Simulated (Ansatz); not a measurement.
## Where the states of Mg lie

```cif
data_structure
_symmetry_space_group_name_H-M 'Im-3m'
_symmetry_Int_Tables_number 229
_cell_length_a 2.9530
_cell_length_b 2.9530
_cell_length_c 2.9530
_cell_angle_alpha 90.000
_cell_angle_beta 90.000
_cell_angle_gamma 90.000
_cell_volume 25.75
loop_
_atom_site_label
_atom_site_type_symbol
_atom_site_symmetry_multiplicity
_atom_site_Wyckoff_symbol
_atom_site_fract_x
_atom_site_fract_y
_atom_site_fract_z
_atom_site_occupancy
Mg1 Mg 2 a 0.00000 0.00000 0.00000 1
```

The runs use the primitive cell with vectors (-1.476, 1.476, 1.476), (1.476, -1.476, 1.476), (1.476, 1.476, -1.476) Å, to which the k mesh refers.

The structure is cubic, space group Im-3m (No. 229). The conventional cell has a = 2.953 Å, b = 2.953 Å, c = 2.953 Å, α = 90.00°, β = 90.00°, γ = 90.00°. Mg (site symmetry m-3m) has 8 Mg at 2.56 Å as nearest neighbours.

The cell comes from COD entry 1538898, which wasn't checked; take it as a given geometry.

The calculation used DFT, LDA, all-electron LAPW, scalar-relativistic (Ansatz 0.2.0).

Numerical set-up: a Γ-centred 19×19×19 k mesh, Fermi–Dirac smearing of 0.03 eV, basis error target 0.5 meV/atom, no spin polarisation.

States per eV and cell, averaged over 0.4 eV, from -5.8 to 4.0 eV, with energies (bin centres) from the Fermi level; empty bins are left out. 

```csv
E (eV),total
-5.7,0.19
-5.3,0.21
-4.9,0.22
-4.5,0.23
-4.1,0.24
-3.7,0.26
-3.3,0.27
-2.9,0.29
-2.5,0.35
-2.1,0.34
-1.7,0.29
-1.3,0.26
-0.9,0.22
-0.5,0.25
-0.1,0.27
0.3,0.34
0.7,0.43
1.1,0.40
1.5,0.36
1.9,0.33
2.3,0.32
2.7,0.32
3.1,0.33
3.5,0.35
3.9,0.35
```
